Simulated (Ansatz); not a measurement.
Run record: elastic constants by finite strains of LaSb (Fm-3m)

Level of theory: PBEsol, all-electron LAPW in Ansatz 0.2.0, scalar-relativistic.

Cell and atoms were relaxed beforehand by PAW with this functional.

Command line:

```sh
ansatz run input.yaml --threads 1 --pin off --max-ram 2560MiB --backend cpu --events-out ev --progress --plain --runs-dir out
```

Input file:

```yaml
crystal:
  lattice:
    - [0.0, 3.22655669723, 3.22655669723]
    - [3.22655669723, 0.0, 3.22655669723]
    - [3.22655669723, 3.22655669723, 0.0]
  atoms:
    - { symbol: La, position: [0.0, 0.0, 0.0] }
    - { symbol: Sb, position: [0.5, 0.5, 0.5] }
kpoints:
  mp_grid: { grid: [12, 12, 12] }
scf:
  occupations: { method: fermi_dirac, width: 0.05 }
hamiltonian:
  xc: pbesol
  pseudopotentials: { kind: all_electron, lapw: { basis_error: 0.001 } }
elastic:
  mode: relaxed_ion
  stencil: two_point
  amplitude: 0.005
```

Output (shortened where marked):

```
Warning: RAYON_NUM_THREADS=1 ignored (pool sized by the plan → 1); use --threads N
LAPW: plane waves up to 6.816 Å⁻¹, error target 1.0e-3 eV per atom; small_component_spin mean_spin; Sb in spheres of 1.603 Å, 23 of its electrons in bands, Dirac shells []; La in spheres of 1.526 Å, 29 of its electrons in bands, ...
Engine: ansatz 0.2.0, x86_64-unknown-linux-gnu
Pseudopotentials: kind: all_electron
Pseudopotential: La, LAPW, valence charge 29, lapw/all_electron/scalar/gaussian/La, Koelling and Harmon's equation, gaussian nucleus
Pseudopotential: Sb, LAPW, valence charge 23, lapw/all_electron/scalar/gaussian/Sb, Koelling and Harmon's equation, gaussian nucleus
Functional definition: PBEsol
  exchange = pbesol_x
  correlation = pbesol_c
Crystal: 2 atoms, lattice volume = 67.181 Å³
Basis set: ecut = 177.0095414712725 eV, 339 PW (Γ), exchange–correlation at level 2
Bands: 32, of which v1, the nominal top of the filled ones, is band 26 counted from 1 (25 counted from 0)
Symmetry: 48 space group operations
Space group: Fm-3m (ITA 225), of the structure as read, at distance tolerance 4.1e-5 Å
k-points: 72 of 1728
Non-local potential: La, projectors of the file, none
Non-local potential: Sb, projectors of the file, none
Initial density: superposition of atomic densities (chi_scale 0.1, normalization cell, long waves kept (reshape's long-wave potential 0.00 eV rms))
Initial wavefunctions: plane waves of lowest kinetic energy (no species holds an atomic orbital)
Functional: x = pbesol(κ = 0.804, μ = 0.12345679012345678), c = pbesol(β = 0.046)
iter 1 solved again at ethr=5.83e-4 eV; its pass at ethr=1.00e-1 eV (dr2=3.03e-1 eV) is discarded
SCF iter   1: F=—  HF=-407313.786875 eV  |F-HF|=—  |Δ(HF+E_count)|=         —  Δρ=1.49e-2  dr2=3.03e-1  ethr=5.83e-4  ⟨swp⟩=2.1  Hψ=14686  notcnv=0
preconditioner: auto → Kerker (q_TF=auto, 2.614 Å⁻¹)  [metal: Δε(μ)=0.069 eV  Ē_g=10.764 eV  σ=0.050 eV  W_gap=0.31  n_scr=14 (ndim 8)  ℏωp=17.0 eV  f_vac=0.000  D(μ)=0.18/eV (n_scr^D=0)]
SCF iter   2: F=—  HF=-407313.766067 eV  |F-HF|=—  |Δ(HF+E_count)|=   2.08e-2  Δρ=1.17e-2  dr2=2.12e-1  ethr=5.83e-4  ⟨swp⟩=2.0  Hψ=7332  notcnv=0
iter 3 solved again at ethr=1.37e-5 eV; its pass at ethr=4.07e-4 eV (dr2=7.15e-3 eV) is discarded
SCF iter   3: F=—  HF=-407313.744415 eV  |F-HF|=—  |Δ(HF+E_count)|=   2.17e-2  Δρ=2.64e-3  dr2=7.14e-3  ethr=1.37e-5  ⟨swp⟩=2.0  Hψ=12181  notcnv=0
SCF iter   4: F=—  HF=-407313.733563 eV  |F-HF|=—  |Δ(HF+E_count)|=   1.09e-2  Δρ=2.73e-3  dr2=1.33e-2  ethr=1.37e-5  ⟨swp⟩=2.8  Hψ=7603  notcnv=0
SCF iter   5: F=—  HF=-407313.733648 eV  |F-HF|=—  |Δ(HF+E_count)|=         —  Δρ=6.14e-4  dr2=5.11e-4  ethr=1.37e-5  ⟨swp⟩=2.0  Hψ=7065  notcnv=0
the basis was enlarged: its passes take 106.5 KiB over the memory plan, 1 of 1 planned eigensolver slots
SCF iter   6: F=—  HF=-407313.733450 eV  |F-HF|=—  |Δ(HF+E_count)|=   1.99e-4  Δρ=3.79e-4  dr2=1.27e-4  ethr=9.82e-7  ⟨swp⟩=2.0  Hψ=7065  notcnv=0
SCF iter   7: F=—  HF=-407313.733474 eV  |F-HF|=—  |Δ(HF+E_count)|=   2.46e-5  Δρ=1.25e-4  dr2=1.16e-5  ethr=2.44e-7  ⟨swp⟩=2.1  Hψ=7069  notcnv=0
[... 74 lines left out ...]
SCF iter   6: F=—  HF=-407313.733381 eV  |F-HF|=—  |Δ(HF+E_count)|=   4.66e-9  Δρ=8.25e-7  dr2=6.18e-10  ethr=1.06e-11  ⟨swp⟩=3.0  Hψ=28208  notcnv=0
SCF iter   7: F=—  HF=-407313.733381 eV  |F-HF|=—  |Δ(HF+E_count)|=  5.82e-11  Δρ=2.06e-7  dr2=2.71e-11  ethr=5.47e-12 (applied; sched 1.19e-12)  ⟨swp⟩=2.0  Hψ=27468  notcnv=0
SCF iter   8: F=—  HF=-407313.733381 eV  |F-HF|=—  |Δ(HF+E_count)|=  5.82e-11  Δρ=1.18e-7  dr2=5.19e-12  ethr=5.41e-12 (applied; sched 1.00e-12)  ⟨swp⟩=2.0  Hψ=27467  notcnv=0
SCF iter   9: F=—  HF=-407313.733381 eV  |F-HF|=—  |Δ(HF+E_count)|=  1.75e-10  Δρ=3.17e-8  dr2=5.80e-13  ethr=5.41e-12 (applied; sched 1.00e-12)  ⟨swp⟩=2.0  Hψ=27467  notcnv=0
SCF iter  10: F=-407313.733381 eV  HF=-407313.733381 eV  |F-HF|=5.82e-11  |Δ(HF+E_count)|=  4.07e-10  Δρ=8.46e-9  dr2=4.81e-14  ethr=5.41e-12 (applied; sched 1.00e-12)  ⟨swp⟩=2.0  Hψ=27467  notcnv=0
SCF 5 converged in 10 iterations: F = -407313.733381 eV  dr2 = 4.81e-14
SCF converged after 16 iterations
Free energy (F): -407313.733476 eV
Harris-Foulkes:  -407313.733476 eV  (|F-HF|=2.33e-10)
Internal energy: -407313.731394 eV  (E = F + TS)
E sigma→0 (E₀):  -407313.732435 eV
Entropy (-TS):   -0.002083 eV (-1.041 meV/atom)
Fermi energy:    12.588835 eV
--- Per-component energies (eV) ---
  E_band       = -3308.885272
  E_kinetic    = 432492.992664
  E_xc         = -10027.756579
  E_electrostatic = -829778.967479  (all electrons and nuclei)
  E_smearing   = -0.002083  (= −TS)
  E_closure    = 0.000000  (closes the sum)
  Σ components = -407313.733476   (vs F -407313.733476, Δ=0.00e0)
  Basis errors (estimates in eV, not in F): energy 4.0e-4 per atom: plane waves 3.6e-4 (2.0e-4 summed), levels above the bands 5.5e-21, relativity 1.0e-8, radial functions 3.3e-5, core shells 1.3e-10; eigenvalues (radial ...
--- Forces (eV/Å), atoms counted from 1 ---
  atom   1  La    -0.00000000     0.00000000     0.00000000
  atom   2  Sb     0.00000000    -0.00000000    -0.00000000
  max |Σ_I F_I| component: 9.20e-31 eV/Å
--- Stress (GPa, compression-positive) ---
        0.007526      -0.000000       0.000000
       -0.000000       0.007526       0.000000
        0.000000       0.000000       0.007526
  P = ⅓ Tr σ = 0.0075 GPa (0.075 kbar)
--- Elastic constants: 2 strain directions × 2 members + reference (group order 48) ---
  dense FFT box of the reference and of every strained cell: 20×20×20
  strains applied: 11, 23; error gains: componentwise 1.00 (the most a stress slope's error grows in a printed constant), spectral 1.73 (1 for all six strains in a standard setting)
  C = ∂σ_k/∂η_j (tension-positive GPa; Voigt order 11 22 33 23 13 12):
       143.307     14.084     14.084      0.000     -0.000      0.000
        14.084    143.307     14.084      0.000      0.000      0.000
        14.084     14.084    143.307      0.000      0.000      0.000
         0.000     -0.000     -0.000     18.157      0.000     -0.000
         0.000     -0.000     -0.000     -0.000     18.157      0.000
         0.000     -0.000      0.000      0.000      0.000     18.157
  reference stress σ⁰ (GPa):     -0.008     -0.008     -0.008     -0.000     -0.000      0.000
  no Pulay correction (none for the plane-wave cutoff is built on LAPW): the batch's stresses and constants are at fixed plane waves
  C* (energy form; C + prestress term) asymmetry max|C*_kj − C*_jk| = 1.776e-15 GPa — a small one proves nothing (zero by symmetry where the batch's group is 432, −43m or m−3m); a large one is finite-difference/SCF noise where ...
  moduli (Voigt/Reuss/Hill, GPa): K = 57.16/57.16/57.16   G = 36.74/25.49/31.11   E = 79.00   ν = 0.270
  mechanically stable: yes (min eigenvalue of sym C = 18.16 GPa)
  where every solve meets its electron count the energy-path curvature estimates C_jj along a normal strain and C_jj − ¼(σ⁰_aa + σ⁰_bb) along a shear (ab), closely only under elastic.basis: deformed
  strain η (Voigt 11):  stress-route row diagonal C_11 = 143.31 GPa, energy-path curvature d²(F+E_count)/dδ²/Ω₀ = 143.28 GPa
         δ    σ_11 (GPa)             F (eV)   n_scf  n_hpsi   n_pw
    -5.000e-3      -0.7462     -407313.7326939      12  232188    370   relax 0 steps, max|allowed force component| 1.18e-30 eV/Å
     5.000e-3       0.6869     -407313.7327565      12  232240    370   relax 0 steps, max|allowed force component| 1.18e-30 eV/Å
  strain η (Voigt 23):  stress-route row diagonal C_44 = 18.16 GPa, energy-path curvature d²(F+E_count)/dδ²/Ω₀ = 18.16 GPa
         δ    σ_23 (GPa)             F (eV)   n_scf  n_hpsi   n_pw
    -5.000e-3      -0.0908     -407313.7333810      10  352727    370   relax 0 steps, max|allowed force component| 5.92e-30 eV/Å
     5.000e-3       0.0908     -407313.7333810      10  352686    370   relax 0 steps, max|allowed force component| 7.40e-30 eV/Å
```

The run converged.

### Elastic constants

Elastic constants of a crystal by Kohn-Sham DFT: slopes of the stress over finite engineering strains of the given cell, Voigt indices, Cartesian axes as in the input.

```
Pressure at rest         : 0.008 GPa
Least elastic eigenvalue : 18.16 GPa
Elastically stable       : yes
```

| index | elastic (GPa) |
| --- | --- |
| 11 | 143.3 |
| 12 | 14.08 |
| 44 | 18.16 |

Strained cells:

Stress of each strained cell less that at rest, tension positive.

| strain component | strain | stress xx (GPa) | stress yy (GPa) | stress zz (GPa) | stress yz (GPa) | stress xz (GPa) | stress xy (GPa) | relaxation steps |
| --- | --- | --- | --- | --- | --- | --- | --- | --- |
| xx | -0.005 | -0.7387 | -0.0706 | -0.0706 | 0 | 0 | 0 | 0 |
| xx | 0.005 | 0.6944 | 0.0702 | 0.0702 | 0 | 0 | 0 | 0 |
| yz | -0.005 | 0.0003 | 0 | 0 | -0.0908 | 0 | 0 | 0 |
| yz | 0.005 | 0.0003 | 0 | 0 | 0.0908 | 0 | 0 | 0 |

**Elastic moduli**

Hill averages of a grain aggregate, Debye temperature from the mean sound speed over directions.

- Bulk modulus: 57.16 GPa
- Shear modulus: 31.11 GPa
- Young modulus: 79 GPa
- Poisson ratio: 0.2696
- Bulk over shear modulus: 1.837
- Elastic anisotropy index: 2.208
- Least young modulus: 49.25 GPa
- Largest young modulus: 140.8 GPa
- Longitudinal sound speed: 3913 m/s
- Transverse sound speed: 2197 m/s
- Elastic debye temperature: 216 K
- Linear compressibility (x, y, z): 5.832, 5.832, 5.832 1/TPa
- Zener ratio: 0.281
- Cauchy pressure: -4.07 GPa

Limits of these numbers: responses of metals move with mesh and smearing; the softest shear constant rests on one k mesh, and a soft shear can herald a distortion on cooling.

Cost: 3.3 min on 1 thread of Intel(R) Xeon(R) Platinum 8488C (Sapphire Rapids) (shared host), peak memory 1.1 GiB.
